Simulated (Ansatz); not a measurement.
Relaxed-ion elastic tensor of YN (rock salt, space group No. 225) in GPa (Voigt order), plane-wave PAW r²SCAN (Ansatz code); density 5.83 g/cm³, 14.67 Å³ per atom.

```
 336  86.6  86.6   0.0   0.0   0.0
86.6   336  86.6   0.0   0.0   0.0
86.6  86.6   336   0.0   0.0   0.0
 0.0   0.0   0.0   132   0.0   0.0
 0.0   0.0   0.0   0.0   132   0.0
 0.0   0.0   0.0   0.0   0.0   132
```

Is the crystal mechanically stable?

Yes: the smallest eigenvalue of C is 132 GPa.

Work out the Voigt, Reuss and Hill averages.

K_V = 170, K_R = 170, K_H = 170; G_V = 129, G_R = 129, G_H = 129 GPa.

Give Young's modulus, Poisson's ratio, Pugh's ratio and the universal anisotropy index.

E = 9KG/(3K + G) = 308 GPa; ν = 0.20; K/G = 1.32 (brittle by the Pugh limit of 1.75); A_U = 5G_V/G_R + K_V/K_R − 6 = 0.00.

Estimate the sound speeds and the Debye temperature.

v_l = √((K + 4G/3)/ρ) = 7650 m/s, v_t = √(G/ρ) = 4700 m/s, mean 5190 m/s; Θ = (h/k)(3n/4πV)^(1/3) v_m = 631 K.

Give the Zener ratio and Young's modulus along [100], [110] and [111].

A = 2C44/(C11 − C12) = 1.06; 1/E = S11 − 2(S11 − S12 − S44/2)Γ with Γ = 0, 1/4, 1/3 gives 300, 310, 314 GPa.

Space group Fm-3m (rock salt). The r²SCAN relaxation kept the symmetry of its start. No spin polarisation was allowed.

Potentials: the earlier of the program's two PAW sets.
